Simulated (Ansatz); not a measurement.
## Na$_{6}$ZnSn$_{2}$, a database entry at a rescaled volume

```
Sn Zn Na
1.0
     0.00000    5.55618    0.00000
     5.11479   -2.77809    0.00000
     1.32761    0.00000   -9.36342
Sn Zn Na
2 1 6
Direct
  0.14474 0.28948 0.75097
  0.85526 0.71052 0.24903
  0.00000 0.00000 0.00000
  0.47030 0.94060 0.72470
  0.52970 0.05940 0.27530
  0.29260 0.58520 0.07050
  0.70740 0.41480 0.92950
  0.17360 0.34720 0.40920
  0.82640 0.65280 0.59080
```

The numbers come from plane-wave PAW DFT (Ansatz): m-r2SCAN, no spin polarisation, 500 eV, 6×6×4 Γ-centred k points, fermi-dirac occupations (width 0.0496 eV). Nothing was relaxed.

(1) Where is the largest force?

(2) What do density and ELF say about some of the short contacts?

(3) Which element gives electrons and which takes them?

(4) What does the stress say?

(5) Metal or insulator? Give the gap.

(6) Is it stable against the elements?

Origin: a database entry at a rescaled volume. Caveats: no spin-orbit coupling, which can shift this gap by tenths of an eV; m-r2SCAN is r2SCAN with a changed spin dependence that lowers moments.

Results:

(1) The largest is on Sn1 (and as large on other atoms): 0.13 eV/Å, components (-0.04, 0.00, -0.12). It makes 10° with the line to a nearest neighbour, Zn3 at 2.60 Å, pointing towards it.

(2) Sn–Zn at 2.60 Å: least valence density 0.35 e/Å³ and ELF 0.47 there. Na–Zn at 3.16 Å: least valence density 0.05 e/Å³ and ELF 0.03 there. Na–Sn at 3.20 Å: least valence density 0.07 e/Å³ and ELF 0.04 there, a closed-shell (ionic or weak) contact. These are pseudo-fields; inside the PAW spheres they differ from the all-electron ones.

(3) Bader charges in e: Na +0.76, Zn -0.55, Sn -2.02. In the mean Na gives up most and Sn takes most.

(4) The pressure is -1.0 GPa (compression positive), so with the atoms held at these fractions the cell would first shrink.

(5) The gap is 0.14 eV, indirect (the least direct gap found is 0.33 eV). A semilocal functional usually gives too small a gap.

(6) -0.22 eV an atom against the elements' usual phases (free molecules for gases, crystals otherwise, with no correction for O₂ or N₂), so it is bound against them; other compounds may still compete. Relaxing would lower it.
